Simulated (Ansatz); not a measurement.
# Data sheet: Ge (DFT)

Ge:
```yaml
crystal:
  lattice:
    - [4.00224, 0.00000, 0.00000]
    - [-2.00112, 3.46604, 0.00000]
    - [0.00000, 0.00000, 13.14106]
  atoms:
    - { symbol: Ge, position: [0.00000, 0.00000, 0.40681] }
    - { symbol: Ge, position: [0.00000, 0.00000, 0.59319] }
    - { symbol: Ge, position: [0.00000, 0.00000, 0.90681] }
    - { symbol: Ge, position: [0.00000, 0.00000, 0.09319] }
    - { symbol: Ge, position: [0.33333, 0.66667, 0.34412] }
    - { symbol: Ge, position: [0.66667, 0.33333, 0.65588] }
    - { symbol: Ge, position: [0.66667, 0.33333, 0.84412] }
    - { symbol: Ge, position: [0.33333, 0.66667, 0.15588] }
```

Space group P6_3/mmc (No. 194); conventional cell a = b = 4.0022 Å, c = 13.1411 Å, α = β = 90.00°, γ = 120.00°.

Method: r²SCAN in the plane-wave PAW code Ansatz. Structure relaxed to zero pressure with the same functional. Other levels are named where they apply.

Cell and energy:

```json
{
 "volume_per_atom": "22.79 Å³",
 "density": "5.29 g/cm³"
}
```

Electronic structure:

```json
{
  "band_gap": "0.27 eV (smallest direct gap 0.27 eV)",
  "valence_band_maximum": "at Γ",
  "conduction_band_minimum": "on the Γ–A line, 9 % of the way from Γ (2 equivalent valleys)",
  "electron_effective_mass": "0.072, 0.072, 0.59 mₑ (principal values)",
  "Electron effective mass with spin–orbit coupling": "0.071, 0.071, 0.53 mₑ (principal values)",
  "Hole effective mass, band 1 of 2 at the edge": "0.57 along x, 0.49 along z (mₑ)",
  "Hole effective mass, band 2 of 2 at the edge": "0.016 along x, 0.49 along z (mₑ)",
  "Hole effective mass with spin–orbit coupling": "0.024, 0.024, 0.48 mₑ (principal values)",
  "HSE06 gap on the r²SCAN cell": "0.61 eV",
  "Gap with spin–orbit coupling": "0.18 eV"
}
```

Mechanics:

```json
{
  "Bulk modulus (Birch–Murnaghan fit)": "70.9 GPa",
  "Pressure derivative B′": "5.0",
  "Elastic constants (relaxed ions, GPa)": "C11 = 153, C12 = 38.3, C13 = 23.6, C33 = 170, C44 = 47.2",
  "mechanical_stability": "stable (all eigenvalues of C positive)",
  "hill_bulk_and_shear_moduli": "72.0 and 55.7 GPa",
  "Young's modulus": "133 GPa",
  "Poisson's ratio": "0.19",
  "debye_temperature_from_the_elastic_constants": "376 K"
}
```

Phonons:

```json
{
 "highest_zone_centre_frequency": "297 cm⁻¹",
 "zone_centre_stability": "no imaginary mode at Γ"
}
```

The first step of the workflow began from a Materials Project structure, measured or hypothetical; the Crystallography Open Database copy checked does not list it. It is not the phase usual at ambient conditions (space group No. 227). Symmetry was held in the r²SCAN relaxation. Spin–orbit coupling is left out wherever it is not named.

Potentials: the earlier of the program's two PAW sets.
